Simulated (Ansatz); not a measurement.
A generated cell, not matched to a known phase here, of RhSe: F-43m (No. 216), cF8, zinc blende type; a = 5.477 Å, b = 5.477 Å, c = 5.477 Å, α = 90.00°, β = 90.00°, γ = 90.00°; Se 4d (0.750, 0.750, 0.750); Rh 4a (0.000, 0.000, 0.000). The numbers are results of PBEsol (plane waves to 420 eV, PAW, scalar-relativistic; Ansatz, a program for electronic structure), not measurements. Element references, the lowest calculated here: Rh (Fm-3m), Se (P3₁21).

Q: Give the formation energy of this F-43m form of RhSe from the elements at the level PBEsol.

A: -0.06 eV/atom.

A lower structure of this composition may exist.

Static energies, no anion corrections, no zero-point energy. Values are rounded to 0.01 eV/atom. Not shown to be the ambient phase of their composition (a lower form may be missing, and a cell relaxed within its start's symmetry can be a saddle point): RhSe (F-43m). The compounds carry no spin polarisation. The relaxed primitive cell holds an odd number of electrons. A magnetic state may lie lower.
